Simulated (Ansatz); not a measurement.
Values for one crystal, relaxed and computed with r²SCAN (plane waves, PAW; program Ansatz); other levels are named.

```yaml
volume_per_atom: 28.01 Å³
electronic_character: metallic (no gap)
Density of states at the Fermi level: 0.11 states/eV per atom (mean over ±0.08 eV)
Formation energy from the elements (no fitted shifts): -1.22 eV/atom
```

Task: Pick the material that matches.
A. MnGe, rock salt
B. LuSb, rock salt
C. LaTe, rock salt
D. NbSb2, C2/m (Nb on 4i, Sb on 4i, Sb on 4i)

Result: B, LuSb, rock salt

Space group Fm-3m (rock salt). The workflow started from a Materials Project entry (that database holds measured and hypothetical structures alike); the Crystallography Open Database copy checked does not list it. Its standing as an ambient phase is unchecked. The r²SCAN relaxation kept the symmetry of its start; whether a distortion lowers the energy is not shown. The references are the lowest solids computed at this level, not always the standard phases. Scalar-relativistic: spin–orbit coupling is off unless named, which matters more the heavier the elements.

Potentials: the later of the program's two PAW sets.
